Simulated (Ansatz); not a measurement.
Ta₅Ru: rattling a relaxed structure

The cell was found from a structure generator's guess, not taken from experiment.

Theory: DFT PBE, scalar-relativistic, plane waves, PAW in Ansatz. Settings: cutoff 420 eV, Γ-centred mesh 12×12×4 on the computed 6-atom cell, Gaussian smearing of 0.10 eV; no spin polarisation.

The cell below (6 atoms, space group P4/mmm (No. 123)) is relaxed within its symmetry.

```xyz
6
Lattice="3.2397 0.0000 0.0000 0.0000 3.2397 0.0000 0.0000 0.0000 9.9719" Properties=species:S:1:pos:R:3 pbc="T T T"
Ta    0.0000    0.0000    1.6940
Ta    1.6198    1.6198    3.4035
Ta    1.6198    1.6198    6.5684
Ta    0.0000    0.0000    8.2780
Ta    1.6198    1.6198    0.0000
Ru    0.0000    0.0000    4.9860
```

For the test a repeat of it with 12 atoms (edges 3.24, 6.48, 9.97 Å) was strained at random (σ = 1.5 % a component), the atoms were moved at random (σ = 0.05 Å), and all was relaxed again on a coarse 6×4×2 mesh (in the run’s order of axes) with 0.20 eV smearing, with no symmetry imposed.

Spin–orbit coupling, which can matter for Ta, is left out.

Q: Does it come back?

A: It returns, within 1 meV/atom of the unmoved cell on that mesh and with the same symmetry when read at 0.1 Å. So it is stable against the distortions that fit this cell and that this random move excites. Modes that don't fit the cell aren't tested.
